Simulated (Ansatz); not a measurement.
Electric field gradients in Si₃N₄

The cell is an entry of the Crystallography Open Database (COD; perhaps a calculated or model structure), taken as it stands.

Space group P6_3/m (No. 176); a = 7.6044, c = 2.9063 Å, γ = 120.00°.

```csv
site,Wyckoff,site symmetry,x,y,z
Si,6h,m..,0.7685,0.1746,0.2500
N7,6h,m..,0.0305,0.3302,0.2500
N13,2d,-6..,0.6667,0.3333,0.2500
```

One atom of each set is listed.

The numbers come from a DFT calculation in Ansatz (PBE, plane waves and PAW, scalar-relativistic, 420 eV cutoff, Γ-centred 4×4×10 k-points, Fermi–Dirac smearing 0.02 eV).

Conventions: |V_zz| ≥ |V_yy| ≥ |V_xx|, η = (V_xx − V_yy)/V_zz, C_Q = eQV_zz/h.

14N: I = 1, Q = 20.44 mb. Nuclear quadrupole moments: year-2017 set (Pyykkö).

| site | atoms | first shell | V_xx, V_yy, V_zz (10²¹ V/m²) | η | C_Q (MHz) |
| --- | --- | --- | --- | --- | --- |
| Si | 6 | 4 N at 1.73–1.74 Å | -0.28, -0.69, 0.97 | 0.42 | – |
| N7 | 6 | 3 Si at 1.74 Å | 2.30, 2.64, -4.94 | 0.07 | -2.44 |
| N13 | 2 | 3 Si at 1.73 Å | 2.45, 2.45, -4.91 | 0.00 | -2.43 |

An axis of threefold or higher order runs through N13, so V_zz lies along it and η is zero. At N7 V_zz stands upright on the plane through its three neighbours (within 3°).

Si has no stable isotope with a ground-state quadrupole moment in the table, so no C_Q is given.

At this cell the PBE pressure is 6 GPa, so with PBE the cell would grow if it were relaxed.
